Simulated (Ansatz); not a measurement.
PbI$_{2}$ (CdI2 type)

```
CELL_PARAMETERS angstrom
      4.55901     0.00000     0.00000
     -2.27951     3.94822     0.00000
      0.00000     0.00000     6.97266
ATOMIC_POSITIONS crystal
  Pb 0.00000 0.00000 0.00000
  I  0.33333 0.66667 0.27094
  I  0.66667 0.33333 0.72906
```

The slice is a (0001) plane (indices of the conventional cell) through the point (0.000, 0.000, 0.000) (fractional), spanned by u = [110] and v = [1 -1 0] in vectors of this cell: u (4.56 Å) and v (7.90 Å, at 90° to u). It covers one period; positions are fractions (u, v).

All values below come from PBE-D3(BJ) (plane waves to 420 eV, PAW, scalar-relativistic; Ansatz, a first-principles code). k mesh 8×8×5. These are valence fields of a PAW run, semicore shells included where kept as valence: close to a nucleus they are smooth pseudo fields. PbI2 was relaxed with its symmetry unable to fall. Spin-orbit coupling is left out, though I and Pb are heavy.

Problem. Sketch the electron localisation function (ELF) on this plane as a map.

Solution. 
```
|xx3399772200000022779933|
|999988441122332211448899|
|776644111133553311114466|
|221100001133553311000011|
|221100000011221100000011|
|553311000011221100001133|
|553311114466776644111133|
|332211448899999988441122|
|000022779933xx3399772200|
|0000228888xxxxxx88882200|
|000022779933xx3399772200|
|332211448899999988441122|
|553311114466776644111133|
|553311000011221100001133|
|221100000011221100000011|
|221100001133553311000011|
|776644111133553311114466|
|999988441122332211448899|
|xx3399772200000022779933|
|xxxx888822000000228888xx|
```
Scale: ten equal steps from 0.05 (start of '0') to 0.45 (end of '9'), in the order '0123456789'. Values: electron localisation function (ELF). The map has 12 points along u (two characters each, u = 0 at the left) and 20 along v (v = 0 in the bottom row). Points within 0.5 Å of a nucleus are blanked (x), as the pseudised field means little there.
